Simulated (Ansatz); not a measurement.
## Pt: from a starting cell to a relaxed one

The start is a relaxed Pt cell displaced along its unstable phonon at q = (½, 0, 0) of its primitive reciprocal cell (48i cm⁻¹), largest move 0.15 Å. A full variable-cell relaxation at zero pressure is run with PBEsol (plane waves to 420 eV, PAW, scalar-relativistic; Ansatz, a first-principles code). The first steps use a coarse 15×15×15 k-mesh.

The start:
```
CELL_PARAMETERS angstrom
     -3.12148     3.12148     3.12148
      1.56074    -1.56074     1.56074
      1.56074     1.56074    -1.56074
ATOMIC_POSITIONS crystal
  Pt 0.00000 0.96602 0.03398
  Pt 0.50000 0.03398 0.96602
```

Q: Which atoms feel the largest initial force, and how large is it?

A: 0.03 eV/Å, on Pt1, Pt2 (atoms numbered as listed).

Q: Is the parent structure recovered?

A: It does not go back: it reaches I4/mmm (No. 139), AFLOW prototype A_tI2_139_a (A_a), 0.10 eV/atom below the parent.

Q: How do the shortest distances between atoms change?

A: The closest pairs of elements (up to four, under 3.6 Å), start → end: Pt–Pt 2.70 → 2.70 Å.

Q: Give the final cell and atomic positions.

A: 
Space group I4/mmm (No. 139); a = 3.353 Å, b = 3.353 Å, c = 2.705 Å, α = 90.00°, β = 90.00°, γ = 90.00°

```json
[
 {"atom": "Pt", "site": "2a", "symmetry": "4/mmm", "x": "0.0000", "y": "0.0000", "z": "0.0000"}
]
```
(The calculation used a cell of 1 atom; values per cell refer to that cell.)

Final values are on a 22×22×22 k-mesh of the relaxed cell. No spin polarisation in the result.

The run could not lose the symmetry of its start: the end is stationary, and may be a saddle point rather than a minimum.

The relaxed structure here is a generated cell of Pt: the first start was made by placing the elements on the sites of a structure type, and the end was not matched to a known phase here, so it may be hypothetical. Known forms of Pt include space group No. 225.
